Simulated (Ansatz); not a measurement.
The relaxed structure here is a generated cell of Al: the first start was made by placing the elements on the sites of a structure type, and the end was not matched to a known phase here, so it may be hypothetical. Known forms of Al include space group No. 225.

A relaxed cell of Al (P6/mmm (No. 191)), relaxed on a k-mesh at least as fine as the one used below. The numbers are results of PBEsol (plane waves to 420 eV, PAW, scalar-relativistic; Ansatz, a quantum-chemistry and plane-wave program), not measurements. Γ-centred k-mesh 8×8×12 on the run's cell (coarser than for final values), Fermi–Dirac smearing 0.05 eV.

```
CELL_PARAMETERS angstrom
      4.51209     0.00000     0.00000
     -2.25605     3.90759     0.00000
      0.00000     0.00000     2.72657
ATOMIC_POSITIONS crystal
  Al 0.33333 0.66667 0.00000
  Al 0.66667 0.33333 0.00000
```

The atoms are displaced along an unstable phonon of this cell by (Å):

| atom | ux | uy | uz |
|---|---|---|---|
| Al1 | 0.000 | 0.000 | -0.150 |
| Al2 | 0.000 | 0.000 | 0.150 |

What forces (eV/Å) and pressure result?


```
atom    Fx    Fy     Fz
----  ----  ----  -----
Al1   0.00  0.00  -0.35
Al2   0.00  0.00   0.35
```

Pressure -0.6 GPa.

The undisplaced cell is probably no minimum: from this displacement the run went on to P6₃/mmc (No. 194), 0.35 eV/atom below it.

No spin polarisation in the result.
